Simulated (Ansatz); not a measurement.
## WCl3F2: a bulk modulus from differences

It was reached by relaxing an invented guess, and it needn't be the stable form of this composition.

Theory: DFT PBE, scalar-relativistic, plane waves, PAW in Ansatz 0.2.0. Settings of the last relaxation (12-atom cell): 420 eV, 6×4×4 k points, Gaussian smearing of 0.02 eV, no spin polarisation.

```xyz
12
Lattice="6.1495 0.0000 0.0000 -1.8731 7.2804 0.0000 -1.2998 -2.3952 8.0494" Properties=species:S:1:pos:R:3 pbc="T T T"
W    -0.0611    0.8301    1.2935
W     3.0377    4.0551    6.7560
Cl    5.0778    0.6253    3.3404
Cl    0.8143    2.8211    2.0229
Cl   -0.1681   -1.0765    7.2554
Cl   -2.1012    4.2599    4.7091
Cl    2.1623    2.0641    6.0265
Cl    3.1448    5.9617    0.7941
F     4.6149    1.6132    0.4884
F     1.4297   -0.1607    1.7682
F    -1.6383    3.2720    7.5611
F     1.5469    5.0459    6.2813
```

The cell was set to several volumes, with shape and atoms relaxed at each where symmetry leaves them free. Pressure is positive in compression, and energies count from the lowest row.

```tsv
row	V (Å³/atom)	P (GPa)	ΔE (meV/atom)	gap on mesh (eV)
1	26.428	0.31	2.8	1.28
2	27.329	?	?	?
3	28.230	0.12	0.6	1.32
4	29.131	0.06	0.2	1.33
5	30.032	0.01	0.0	1.35
6	30.933	-0.02	0.0	1.36
7	31.834	-0.03	0.1	1.37
```

Problem. Find B = −V·ΔP/ΔV from rows 4 and 6 and from rows 1 and 3, and from the two its slope B′ and its value B0 at zero pressure.

Solution. Rows 4 and 6 give −(29.131 + 30.933)/2 × (-0.02 − (0.06))/(30.933 − 29.131) = 1.3 GPa at a mean pressure of 0.02 GPa. Rows 1 and 3 give −(26.428 + 28.230)/2 × (0.12 − (0.31))/(28.230 − 26.428) = 2.9 GPa at a mean pressure of 0.21 GPa. So B′ = (2.9 − 1.3)/(0.21 − (0.02)) = 8.42 and B0 = 1.3 − 8.42 × (0.02) = 1.1 GPa. A third-order Birch–Murnaghan fit to all the energies gives B0 = 0.9 GPa and B′ = 13.1.

Problem. Estimate the pressure and energy of row 2.

Solution. From row 5, V0 = 30.032 × (1 + (0.01)/1.1) = 30.305 Å³/atom. Murnaghan's form P = (B0/B′)·[(V0/V)^B′ − 1] gives (1.1/8.42) × [(30.305/27.329)^8.42 − 1] = 0.18 GPa; the computed pressure is 0.20 GPa, so the estimate is off by -0.02 GPa. The work of compression from row 3, with the mean of the two pressures, gives ΔE = 0.6 + (0.18 + 0.12)/2 × (28.230 − 27.329)/160.2 × 1000 = 1.4 meV/atom (1 eV/Å³ = 160.2 GPa); the computed value is 1.5 meV/atom.

Problem. Fit the gap against pressure through the other rows and estimate it at the computed pressure of row 2.

Solution. Over the 6 rows the mean pressure is 0.0750 GPa and the mean gap is 1.335 eV. The sums of products of deviations are S_xx = 0.08175 and S_xy = -0.02055, so the slope is -0.02055/0.08175 = -0.2514 (r = -0.98, rms misfit 0.01 eV). At 0.20 GPa the line gives 1.335 + (-0.2514) × (0.20 − 0.0750) = 1.30 eV. The computed value is 1.30 eV, so the line is off by 0.00 eV, less than the largest miss among the fitted rows (0.01 eV).

No dispersion correction is applied, so the spacing and binding between layers, chains or molecules are poorly described. These runs have no spin–orbit coupling, which can matter for W. Kohn–Sham gaps at this level usually fall short of measured ones. All volumes keep the k mesh of the relaxed cell. A later test with randomly moved atoms came back to the same energy, though modes that don't fit the test's cell weren't probed.
